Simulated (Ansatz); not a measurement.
TlSbS₂:
```
TlSbS2
1.0
   -6.24622     0.00000     0.00000
    1.53078     2.75459   -11.44408
    1.56865    -6.25899     0.00000
Tl Sb S
4 4 8
Direct
  0.43735   0.33761   0.69288
  0.56265   0.66239   0.30712
  0.90253   0.08587   0.71884
  0.09747   0.91413   0.28116
  0.40449   0.84393   0.79162
  0.59551   0.15607   0.20838
  0.97383   0.59502   0.79106
  0.02617   0.40498   0.20894
  0.58544   0.90591   0.18150
  0.41456   0.09409   0.81850
  0.00554   0.82543   0.78641
  0.99446   0.17457   0.21359
  0.37197   0.62055   0.79409
  0.62803   0.37945   0.20591
  0.01342   0.63695   0.18367
  0.98658   0.36305   0.81633
```

Relaxed with r²SCAN.

Question: Give the Bader charges and basin volumes of the independent atoms, r²SCAN (plane waves, PAW; program Ansatz).

Answer: 

```json
[
 {"atom": "Tl1", "Bader charge (e)": "+0.64", "Bader volume (Å³)": "30.1"},
 {"atom": "Tl3", "Bader charge (e)": "+0.62", "Bader volume (Å³)": "29.4"},
 {"atom": "Sb5", "Bader charge (e)": "+1.19", "Bader volume (Å³)": "24.7"},
 {"atom": "Sb7", "Bader charge (e)": "+1.21", "Bader volume (Å³)": "24.4"},
 {"atom": "S9", "Bader charge (e)": "-0.92", "Bader volume (Å³)": "28.6"},
 {"atom": "S11", "Bader charge (e)": "-0.92", "Bader volume (Å³)": "28.8"},
 {"atom": "S13", "Bader charge (e)": "-0.90", "Bader volume (Å³)": "29.2"},
 {"atom": "S15", "Bader charge (e)": "-0.91", "Bader volume (Å³)": "28.4"}
]
```

Space group P-1. The workflow started from an entry of the Crystallography Open Database (COD). Whether it is the stable phase at ambient conditions was not checked. Symmetry was held in the r²SCAN relaxation; whether a distortion lowers the energy is not shown. Scalar-relativistic: spin–orbit coupling is off unless named, which matters more the heavier the elements.

Potentials: the later of the program's two PAW sets.
